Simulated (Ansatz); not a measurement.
Relaxing one composition in several structure types shows which are competitive, which pressure would favour, and how volume and gap change with structure.

Tl, hcp (Mg type) serves as the reference. The reference is the lowest phase computed, which need not be the stable form in nature.

Methods, by column (Ansatz, a plane-wave PAW program): energy: r²SCAN, total energy at 0 K with the change to a 700 eV cutoff added (comparable within one formula alone); volume per atom: r²SCAN, relaxed cell; gap: r²SCAN.

Model phases, started by placing the elements on a structure type or from a typed cell, with no claim that they are known: Tl, β-Sn type. Runs started from generated or typed cells of the structure named: Tl, hcp (Mg type). No claim is made that these are known or stable phases: Tl, dhcp (α-La type); Tl, 9R (Sm type). No gap (0.00) means none at this level, which can close a small real gap. Spin–orbit coupling is left out unless named.

Definitions used: ΔE = E − E_ref; ΔV = V − V_ref; temperature scale ΔE/k_B = 11.605 K/meV × ΔE.

```
crystal                       E (eV/atom)  V (Å³/atom)  gap (eV)  ΔE (meV/atom)  ΔV (Å³/atom)  ΔE/k_B (K)
----------------------------  -----------  -----------  --------  -------------  ------------  ----------
Tl, hcp (Mg type), reference   −11458.584        30.07      0.00            0.0          0.00           0
Tl, dhcp (α-La type)           −11458.569        29.87      0.00           15.0         −0.20         170
Tl, 9R (Sm type)               −11458.574        30.18      0.00            6.5          0.11          75
Tl, β-Sn type                  −11458.501        31.59      0.00           83.0          1.52         960
```

Q: A slip was made in one value of «ΔE (meV/atom)» and carried on. Locate it and redo the row.

A: The row of Tl, 9R (Sm type) shows 6.5. From its own inputs, ΔE = 1000 × (−11458.574 − (−11458.584)) = 10.0 meV/atom. Carried on: ΔE/k_B: 11.605 × 10.0 = 120 K. The other rows agree with the rules.

With the correction: In order of ΔE, lowest first: Tl, hcp (Mg type) (0.0 ± 5.0), Tl, 9R (Sm type) (10.0 ± 5.0) ≈ Tl, dhcp (α-La type) (15.0 ± 5.0), Tl, β-Sn type (83.0 ± 5.0). The ± follows from allowances picked for this note (energy 0.004 eV/atom, 3 meV/atom on the figure itself), carried to first order and added in quadrature, each row's own inputs moving alone; ≈ joins neighbours closer than their two ± added in quadrature.

Vibrational free energy is left out, and phases that were not computed could lie lower. Rows are a sample of the computed phases of this formula. Limits of the draw: a spread of over 30 meV/atom, none over 0.9 eV/atom above the reference, within 8 meV/atom of the lowest or within 3 meV/atom of a neighbour. As a rule kept out of such tables: 4f compounds, open-shell compounds run without a Hubbard term, cells found unstable in the tests at hand, cells close to a higher symmetry, and runs set to a pressure or over 12 % in volume from the crystal's fullest run.
